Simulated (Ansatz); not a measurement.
## Stress against strain in LaTl

```
CELL_PARAMETERS angstrom
3.93600 0.00000 0.00000
0.00000 3.93600 0.00000
0.00000 0.00000 3.93600
ATOMIC_POSITIONS crystal
La 0.00000 0.00000 0.00000
Tl 0.50000 0.50000 0.50000
```

Atom numbers follow the list: La1, Tl2.

The cell is COD entry 1523872, as deposited and not checked against the literature; nothing was relaxed.

No spin–orbit coupling, which matters for the heavy atoms here.

Computed with Ansatz 0.2.0, DFT, PBEsol, all-electron LAPW, scalar-relativistic.

Settings: a Γ-centred 10×10×10 k mesh, Fermi–Dirac smearing of 0.05 eV, basis error target 0.25 meV/atom, no spin polarisation.

The strain is applied along the Cartesian axes of the cell as listed (γ is the engineering shear, twice εxy = εyz = εzx). Fractional coordinates are held (clamped ions).

σ is the change of stress from the unstrained cell, which is at -0.64 GPa; tension is positive, so slopes are stress–strain coefficients at that pressure. In a metal the k mesh adds noise.

Only quantities that a quadratic follows smoothly over the whole series are listed; rougher ones are left out.

```tsv
γ	σxy (GPa)
-0.0200	-0.67
0.0000	0.00
0.0100	0.27
0.0200	0.50
```

Fit the series and read off the stiffness at zero strain.

Least-squares fits y = p0 + p1 x + p2 x² to the rows give σxy (GPa): p1 = 29.2, p2 = -210. So C44 (clamped ions) = 29 GPa.

One run, at γ = -0.0100, is withheld. Predict its row.

The fits give -0.31; the run gave -0.32.
